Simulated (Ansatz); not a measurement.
NiTe2:
```
NiTe2
1.0
    3.79516     0.00000     0.00000
   -1.89758     3.28671     0.00000
    0.00000     0.00000     5.11270
Ni Te
1 2
Cartesian
  0.00000   0.00000   0.00000
  0.00000   2.19114   1.28816
  1.89758   1.09557   3.82454
```

Relaxed with LDA. Special points in fractions of this cell's reciprocal vectors: Γ (0.000, 0.000, 0.000); M (0.500, 0.000, 0.000); K (0.333, 0.333, 0.000); A (0.000, 0.000, 0.500); L (0.500, 0.000, 0.500); H (0.333, 0.333, 0.500).

Q: List the band energies nearest the Fermi level at these points for LDA in the plane-wave PAW code Ansatz.

A: In eV from the Fermi level; about four levels below and three above (degenerate sets whole), none deeper than 8.9 eV; points with the same levels are listed once.

| k | below | above |
|---|---|---|
| Γ | -3.89 -3.89 -2.31 -2.31 -1.79 | 0.31 0.31 0.92 0.92 |
| M | -2.13 -2.10 -1.88 -0.09 | 2.23 3.27 5.95 |
| K | -1.53 -1.53 -0.43 -0.43 | 3.09 7.56 8.27 8.27 |
| A | -1.80 -0.64 -0.33 -0.33 | 1.79 1.79 4.67 |
| L | -2.16 -2.15 -2.05 -0.36 | 0.34 1.22 4.65 |
| H | -2.68 -2.68 -2.16 -1.86 -1.86 | 2.39 2.39 7.17 7.17 |

Space group P-3m1 (CdI2 type). The workflow started from a Materials Project entry (that database holds measured and hypothetical structures alike); the Crystallography Open Database files this formula in space group No. 164, but the cells were not matched. Its standing as an ambient phase is unchecked. Symmetry was held in the LDA relaxation; of distortions, only those at the zone centre were tested. The run is not spin-polarised. A crystal of weakly bound layers computed without a dispersion correction: the cell and the soft elastic constants depend strongly on that. Scalar-relativistic: spin–orbit coupling is off unless named, which matters more the heavier the elements.

Potentials: the later of the program's two PAW sets.
